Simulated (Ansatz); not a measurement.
# Computed scan of one atom of the cell: HgTe (zinc blende)

HgTe (zinc blende)

```yaml
crystal:
  lattice:
    - [0.00000, 3.32535, 3.32535]
    - [3.32535, 0.00000, 3.32535]
    - [3.32535, 3.32535, 0.00000]
  atoms:
    - { symbol: Te, position: [0.75000, 0.75000, 0.75000] }
    - { symbol: Hg, position: [0.00000, 0.00000, 0.00000] }
```

Scan: atom 1 (Te, nearest neighbour Hg at 2.880 Å; its periodic images, 4.7 Å or more away, move with it) is displaced along Cartesian x, direction (1.000, 0.000, 0.000) in Cartesian axes, by s. The other atoms stay.

Method: PBE (plane waves to 420 eV, PAW, scalar-relativistic; Ansatz, an electronic-structure program). k mesh 10×10×10 (Γ-centred), Fermi-Dirac smearing 0.05 eV. Energies are smeared free energies. Stress and pressure are positive under compression. With partly filled bands, energies and forces of such displacements shift with the k mesh and the smearing. F∥ is the force on the atom along that direction. At this level the bands of HgTe touch or barely overlap. HgTe was relaxed with its symmetry unable to fall. Spin-orbit coupling is left out, though Hg and Te are heavy. The PAW data are Ansatz's earlier set. The relaxed volume of HgTe is well above the measured one; the method has no dispersion term. ΔE is measured from the undisplaced structure.

| s (Å) | ΔE (eV/cell) | P (GPa) | F∥ (eV/Å) |
|---|---|---|---|
| -0.290 | 0.110 | 1.0 | 0.746 |
| -0.232 | 0.071 | 0.7 | 0.603 |
| -0.174 | 0.040 | 0.4 | 0.456 |
| -0.116 | 0.018 | 0.2 | 0.307 |
| -0.058 | 0.004 | 0.0 | 0.154 |
| 0.000 | 0.000 | 0.0 | 0.000 |
| 0.058 | 0.004 | 0.0 | -0.154 |
| 0.116 | 0.018 | 0.2 | -0.307 |
| 0.174 | 0.040 | 0.4 | -0.456 |
| 0.232 | 0.071 | 0.7 | -0.603 |
| 0.290 | 0.110 | 1.0 | -0.746 |

Summary:

The energy at s = 0.290 Å is 110 meV/cell and the force along the line at s = -0.290 Å comes out as 0.746 eV/Å. The force constant k = d²E/ds² at s = 0 (finite differences) comes out as 2.66 eV/Å² and the zone-centre optical wavenumber from k is 96 cm⁻¹. Symmetry of the curve: even: the same for both signs. Shape of the curve: a single well with its minimum at or next to zero displacement. Harmonic estimate at the end of the scan: ½ks² = 112 meV/cell against the computed 110 meV/cell, so the well is close to harmonic there.

(For displaced atoms, the force is minus the slope of the energy, and its curvature is a force constant, which sets phonon frequencies.)
